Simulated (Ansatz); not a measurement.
## PtS2, one structure, two calculations

Cell: an entry of the Crystallography Open Database (COD), its atoms then relaxed with PBE in this cell.

```cif
data_structure
_symmetry_space_group_name_H-M 'P 1'
_symmetry_Int_Tables_number 1
_cell_length_a 3.5432
_cell_length_b 3.5432
_cell_length_c 5.0388
_cell_angle_alpha 90.000
_cell_angle_beta 90.000
_cell_angle_gamma 120.000
_cell_volume 54.78
loop_
_atom_site_label
_atom_site_type_symbol
_atom_site_fract_x
_atom_site_fract_y
_atom_site_fract_z
_atom_site_occupancy
Pt1 Pt 0.00000 0.00000 0.00000 1
S2 S 0.33333 0.66667 0.24490 1
S3 S 0.66667 0.33333 0.75510 1
```

Atom numbers follow the list; atoms alike are taken as one site, whose name carries the number of the first.

First run. All values are calculated (Ansatz; DFT, PBE, plane waves and PAW, scalar-relativistic, 420 eV cutoff, Γ-centred 9×9×6 k-points, Fermi–Dirac smearing 0.02 eV), not measured.

```
site  atom  V_zz (10²¹ V/m²)     η
  Pt     1              9.08  0.00
   S     2             -5.05  0.00
```

Second run. The same atoms and settings, except that the functional is r2SCAN and the cutoff is 500 eV.

Q: What does the second run give?

A: 

| site | atom | V_zz | η | change of V_zz |
| --- | --- | --- | --- | --- |
| Pt | 1 | 9.14 | 0.00 | +0.06 |
| S | 2 | -5.57 | 0.00 | -0.52 |

The largest change of V_zz is on S, from -5.05 to -5.57. In per cent, |V_zz| changes by +1 on Pt, +10 on S (all sites that start above 0.5).

Spin–orbit coupling is left out, which shifts gradients on Pt by a few per cent in wide-gap crystals, and can shift them far more where the calculated gap is small or absent, as here.
For the first run: At this cell the principal stresses reach 5 GPa in size with PBE, which can matter for small gradients.
For the second run: With these PAW files V_zz is typically within 2 to 3 % of all-electron values, but misses above 10 % occur on Pt.
